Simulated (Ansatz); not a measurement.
**Profile along the Te–Pb line in PbTe (rock salt)**

PbTe (rock salt), conventional cell a = 6.5347 Å, b = 6.5347 Å, c = 6.5347 Å, α = 90.00°, β = 90.00°, γ = 90.00°. The calculation uses the primitive cell of 2 atoms, to which meshes and values per cell refer.

Fields along a shortest Te–Pb line of a {110} plane (3.27 Å), from Te to Pb, interpolated on the slice's grid (step about 0.3 Å). Level of theory: r2SCAN (plane waves to 500 eV, PAW, scalar-relativistic; Ansatz, a program for electronic structure). k mesh 9×9×9. Near the nuclei the fields are pseudised (PAW); where an atom keeps semicore shells as valence, they peak there. PbTe was relaxed with its symmetry unable to fall. Spin-orbit coupling is left out, though Pb and Te are heavy.

```json
[
 {"distance from Te (Å)": "0.00", "valence electron density (e/Å³)": "17.58", "electron localisation function": "x", "density of the highest valence band (e/Å³)": "0.002", "density of the lowest conduction band (e/Å³)": "0.011"},
 {"distance from Te (Å)": "0.16", "valence electron density (e/Å³)": "15.85", "electron localisation function": "x", "density of the highest valence band (e/Å³)": "0.002", "density of the lowest conduction band (e/Å³)": "0.014"},
 {"distance from Te (Å)": "0.33", "valence electron density (e/Å³)": "11.71", "electron localisation function": "x", "density of the highest valence band (e/Å³)": "0.007", "density of the lowest conduction band (e/Å³)": "0.022"},
 {"distance from Te (Å)": "0.49", "valence electron density (e/Å³)": "6.77", "electron localisation function": "x", "density of the highest valence band (e/Å³)": "0.026", "density of the lowest conduction band (e/Å³)": "0.035"},
 {"distance from Te (Å)": "0.65", "valence electron density (e/Å³)": "2.78", "electron localisation function": "0.31", "density of the highest valence band (e/Å³)": "0.061", "density of the lowest conduction band (e/Å³)": "0.045"},
 {"distance from Te (Å)": "0.82", "valence electron density (e/Å³)": "1.10", "electron localisation function": "0.46", "density of the highest valence band (e/Å³)": "0.093", "density of the lowest conduction band (e/Å³)": "0.047"},
 {"distance from Te (Å)": "0.98", "valence electron density (e/Å³)": "0.64", "electron localisation function": "0.55", "density of the highest valence band (e/Å³)": "0.098", "density of the lowest conduction band (e/Å³)": "0.039"},
 {"distance from Te (Å)": "1.14", "valence electron density (e/Å³)": "0.44", "electron localisation function": "0.63", "density of the highest valence band (e/Å³)": "0.083", "density of the lowest conduction band (e/Å³)": "0.029"},
 {"distance from Te (Å)": "1.31", "valence electron density (e/Å³)": "0.31", "electron localisation function": "0.65", "density of the highest valence band (e/Å³)": "0.062", "density of the lowest conduction band (e/Å³)": "0.022"},
 {"distance from Te (Å)": "1.47", "valence electron density (e/Å³)": "0.23", "electron localisation function": "0.56", "density of the highest valence band (e/Å³)": "0.043", "density of the lowest conduction band (e/Å³)": "0.021"},
 {"distance from Te (Å)": "1.64", "valence electron density (e/Å³)": "0.19", "electron localisation function": "0.37", "density of the highest valence band (e/Å³)": "0.032", "density of the lowest conduction band (e/Å³)": "0.026"},
 {"distance from Te (Å)": "1.80", "valence electron density (e/Å³)": "0.19", "electron localisation function": "0.27", "density of the highest valence band (e/Å³)": "0.025", "density of the lowest conduction band (e/Å³)": "0.034"},
 {"distance from Te (Å)": "1.96", "valence electron density (e/Å³)": "0.25", "electron localisation function": "0.27", "density of the highest valence band (e/Å³)": "0.025", "density of the lowest conduction band (e/Å³)": "0.046"},
 {"distance from Te (Å)": "2.13", "valence electron density (e/Å³)": "0.39", "electron localisation function": "0.34", "density of the highest valence band (e/Å³)": "0.030", "density of the lowest conduction band (e/Å³)": "0.056"},
 {"distance from Te (Å)": "2.29", "valence electron density (e/Å³)": "0.73", "electron localisation function": "0.41", "density of the highest valence band (e/Å³)": "0.037", "density of the lowest conduction band (e/Å³)": "0.047"},
 {"distance from Te (Å)": "2.45", "valence electron density (e/Å³)": "1.43", "electron localisation function": "0.42", "density of the highest valence band (e/Å³)": "0.044", "density of the lowest conduction band (e/Å³)": "0.027"},
 {"distance from Te (Å)": "2.62", "valence electron density (e/Å³)": "2.72", "electron localisation function": "0.28", "density of the highest valence band (e/Å³)": "0.051", "density of the lowest conduction band (e/Å³)": "0.011"},
 {"distance from Te (Å)": "2.78", "valence electron density (e/Å³)": "4.69", "electron localisation function": "x", "density of the highest valence band (e/Å³)": "0.053", "density of the lowest conduction band (e/Å³)": "0.023"},
 {"distance from Te (Å)": "2.94", "valence electron density (e/Å³)": "7.07", "electron localisation function": "x", "density of the highest valence band (e/Å³)": "0.046", "density of the lowest conduction band (e/Å³)": "0.048"},
 {"distance from Te (Å)": "3.11", "valence electron density (e/Å³)": "9.31", "electron localisation function": "x", "density of the highest valence band (e/Å³)": "0.030", "density of the lowest conduction band (e/Å³)": "0.029"},
 {"distance from Te (Å)": "3.27", "valence electron density (e/Å³)": "10.33", "electron localisation function": "x", "density of the highest valence band (e/Å³)": "0.020", "density of the lowest conduction band (e/Å³)": "0.002"}
]
```

x: too close to a nucleus for the ELF to mean much. Band densities are of whole bands, smooth part only.

Density on the Te–Pb line (3.27 Å) at its density minimum, 1.7 Å from Te: 0.19 e/Å³. ELF at that point: 0.3. ELF maximum in the middle third of the Te–Pb line: 0.65, 1.3 Å from Te.
